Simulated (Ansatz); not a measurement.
Input, command and steps of an Ansatz relaxation.

```yaml
crystal:
  lattice:
    - [0.0, 2.9265494538, 2.9265494538]
    - [2.9265494538, 0.0, 2.9265494538]
    - [2.9265494538, 2.9265494538, 0.0]
  atoms:
    - { symbol: Mn, position: [0.5, 0.5, 0.5] }
    - { symbol: V, position: [0.75, 0.75, 0.75] }
    - { symbol: V, position: [0.25, 0.25, 0.25] }
    - { symbol: V, position: [0.0, 0.0, 0.0] }
basis:
  ecutwfc: 420
kpoints:
  mp_grid: { grid: [12, 12, 12] }
hamiltonian:
  xc: pbesol
scf:
  occupations: { method: gaussian, width: 0.1 }
output:
  forces: true
  stress: true
  eigenvalues: true
relax:
  adjacent_minimum: "off"
  f_tol: 0.005
  max_steps: 50
  cell: { stress_tol: 0.05 }
```

```bash
ansatz run input.yaml --threads 1 --pin off --max-ram 2560MiB --backend cpu --events-out ev --progress --plain --runs-dir out
```

The calculation used Ansatz 0.2.0, DFT PBEsol, scalar-relativistic, plane waves, PAW.

Of 4 frames 4 are shown, positions in Å and forces in eV/Å; the SCF threshold varies from step to step. Steps run on the plane waves of an earlier cell, with a Pulay correction in the pressure. The basis is chosen afresh for the last frame, the zero of the energies, and at times for earlier ones too; energy and pressure step there, also at an unchanged geometry.

```xyz
4
Lattice="0.0000 2.9265 2.9265 2.9265 0.0000 2.9265 2.9265 2.9265 0.0000" Properties=species:S:1:pos:R:3:forces:R:3 pbc="T T T" step=1 free_energy_over_end_meV_per_atom=11.99 pressure_GPa=-8.01
Mn    2.9265    2.9265    2.9265    0.0000    0.0000    0.0000
V     4.3898    4.3898    4.3898    0.0000    0.0000    0.0000
V     1.4633    1.4633    1.4633    0.0000    0.0000    0.0000
V     0.0000    0.0000    0.0000    0.0000    0.0000    0.0000
4
Lattice="0.0000 2.8911 2.8911 2.8911 0.0000 2.8911 2.8911 2.8911 0.0000" Properties=species:S:1:pos:R:3:forces:R:3 pbc="T T T" step=2 free_energy_over_end_meV_per_atom=-0.16 pressure_GPa=-0.27
Mn    2.8911    2.8911    2.8911    0.0000    0.0000    0.0000
V     4.3366    4.3366    4.3366    0.0000    0.0000    0.0000
V     1.4455    1.4455    1.4455    0.0000    0.0000    0.0000
V     0.0000    0.0000    0.0000    0.0000    0.0000    0.0000
4
Lattice="0.0000 2.8899 2.8899 2.8899 0.0000 2.8899 2.8899 2.8899 0.0000" Properties=species:S:1:pos:R:3:forces:R:3 pbc="T T T" step=3 free_energy_over_end_meV_per_atom=-0.18 pressure_GPa=0.02
Mn    2.8899    2.8899    2.8899    0.0000    0.0000    0.0000
V     4.3348    4.3348    4.3348    0.0000    0.0000    0.0000
V     1.4449    1.4449    1.4449    0.0000    0.0000    0.0000
V     0.0000    0.0000    0.0000    0.0000    0.0000    0.0000
4
Lattice="0.0000 2.8899 2.8899 2.8899 0.0000 2.8899 2.8899 2.8899 0.0000" Properties=species:S:1:pos:R:3:forces:R:3 pbc="T T T" step=4 free_energy_over_end_meV_per_atom=0.00 pressure_GPa=0.01
Mn    2.8899    2.8899    2.8899    0.0000    0.0000    0.0000
V     4.3348    4.3348    4.3348    0.0000    0.0000    0.0000
V     1.4449    1.4449    1.4449    0.0000    0.0000    0.0000
V     0.0000    0.0000    0.0000    0.0000    0.0000    0.0000
```

The run took 24 s on 1 thread of Arm Neoverse V2 (shared host), peak memory 0.4 GiB.

Spin polarisation was left out, and a magnetic state may lie lower.